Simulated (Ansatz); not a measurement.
LiF:
```
LiF
1.0
    3.08134     0.00000     0.00000
   -1.54067     2.66852     0.00000
    0.00000     0.00000     4.78693
Li F
2 2
Direct
  0.33333   0.66667   0.38238
  0.66667   0.33333   0.88238
  0.33333   0.66667   0.99261
  0.66667   0.33333   0.49261
```

Tensor components refer to the Cartesian frame of this cell.

Question: Give the high-frequency dielectric tensor and the Born effective charge tensors of the independent atoms from DFPT, r²SCAN in the plane-wave PAW code Ansatz.

Answer: 
ε∞:
```
1.83  0.00  0.00
0.00  1.83  0.00
0.00  0.00  1.84
```
Z* of atom 1 (Li), rows: field, columns: displacement, in e:
```
0.98  0.00  0.00
0.00  0.98  0.00
0.00  0.00  0.99
```
Z* of atom 3 (F), rows: field, columns: displacement, in e:
```
-0.98   0.00   0.00
 0.00  -0.98   0.00
 0.00   0.00  -0.99
```

Static charges for comparison (Bader): Li1 +0.91, F3 -0.91 e. Born charges measure polarisation by displacement and can exceed these by far.

Space group P6_3mc (wurtzite). The workflow started from a Materials Project entry (that database holds measured and hypothetical structures alike); the Crystallography Open Database copy checked does not list it. It is not the phase usual at ambient conditions (space group No. 225). The cell was relaxed with r²SCAN under the symmetry of its start; its stability against distortions is not shown here.

Potentials: the later of the program's two PAW sets.
